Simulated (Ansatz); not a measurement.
Tl3VSe4:
```xyz
8
Lattice="-3.8302 3.8302 3.8302 3.8302 -3.8302 3.8302 3.8302 3.8302 -3.8302" Properties=species:S:1:pos:R:3 pbc="T T T"
V      0.0000     0.0000     0.0000
Tl     0.0000     0.0000     3.8302
Tl     3.8302     0.0000     0.0000
Tl     0.0000     3.8302     0.0000
Se     2.5168     2.5168     2.5168
Se    -1.3134     1.3134     1.3134
Se     1.3134     1.3134    -1.3134
Se     1.3134    -1.3134     1.3134
```

Relaxed with PBEsol. Special points in fractions of this cell's reciprocal vectors: Γ (0.000, 0.000, 0.000); H (0.500, -0.500, 0.500); N (0.000, 0.000, 0.500); P (0.250, 0.250, 0.250).

Question: List the band energies nearest the valence-band maximum at these points for PBEsol with spin–orbit coupling (plane waves, PAW; program Ansatz).

Answer: In eV from the valence-band maximum; about four levels below and three above (degenerate sets whole), none deeper than 8.9 eV; points with the same levels are listed once.

```json
[
 {"k": "Γ", "below": "-0.64 -0.64 -0.64 -0.64", "above": "2.09 2.09 2.27 2.27 2.27 2.27"},
 {"k": "H", "below": "-0.01 -0.01 -0.01 -0.01", "above": "1.54 1.54 1.97 1.97 1.97 1.97"},
 {"k": "N", "below": "-0.42 -0.42 0.00 0.00", "above": "1.49 1.49 1.64 1.64"},
 {"k": "P", "below": "-0.53 -0.53 -0.53 -0.53", "above": "1.61 1.61 1.61 1.61"}
]
```

Space group I-43m. The workflow started from a Materials Project entry (that database holds measured and hypothetical structures alike); the Crystallography Open Database copy checked does not list it. Its standing as an ambient phase is unchecked. The PBEsol relaxation kept the symmetry of its start; whether a distortion lowers the energy is not shown. The run is not spin-polarised.

Potentials: the later of the program's two PAW sets.
